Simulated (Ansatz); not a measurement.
BaS (rock salt, Fm-3m), the program Ansatz at the LDA level (PAW). The conduction-band minimum lies at X, with 3 equivalent valleys. Second derivatives d²E/dk² of the lowest band at one valley (eV·Å²), along Cartesian directions:

```tsv
direction	d²E/dk²
[100]	6.008
[010]	24.80
[001]	24.80
[110]	15.41
[101]	15.41
[011]	24.79
```

Task: Find the principal effective masses, the density-of-states mass and the conductivity mass.

Result: Off-diagonal terms follow from H_xy = H[110] − (H_xx + H_yy)/2, and m*/mₑ = 7.620 eV·Å² over each eigenvalue: 0.31, 0.31, 1.3. One valley's DOS mass (m₁m₂m₃)^(1/3) = 0.49, conductivity mass 3/(Σ 1/mᵢ) = 0.41 mₑ.

Task: What effective density of states Nc follows at 300 K for parabolic valleys?

Result: Nc = 2.509e19 × 3 × (0.49)^(3/2) ≈ 2.6e19 cm⁻³.

Task: With the computed static dielectric constant 14.4 (mean of the diagonal), estimate a hydrogenic donor's binding energy and radius.

Result: E = 13.606 eV × 0.41/14.4² ≈ 27 meV; a = 0.529 Å × ε/m* ≈ 19 Å. Semilocal masses tend to be too small where the gap is.

Task: With ε∞ = 5.13 and ω_LO = 254 cm⁻¹, what Fröhlich coupling constant follows?

Result: α = (1/ε∞ − 1/ε0) √(m* × 13.606 eV/ħω_LO) = 1.7.

The cell was relaxed with LDA under the symmetry of its start; phonons on a q-mesh show no instability. Spin–orbit coupling is left out wherever it is not named.

Potentials: the later of the program's two PAW sets.
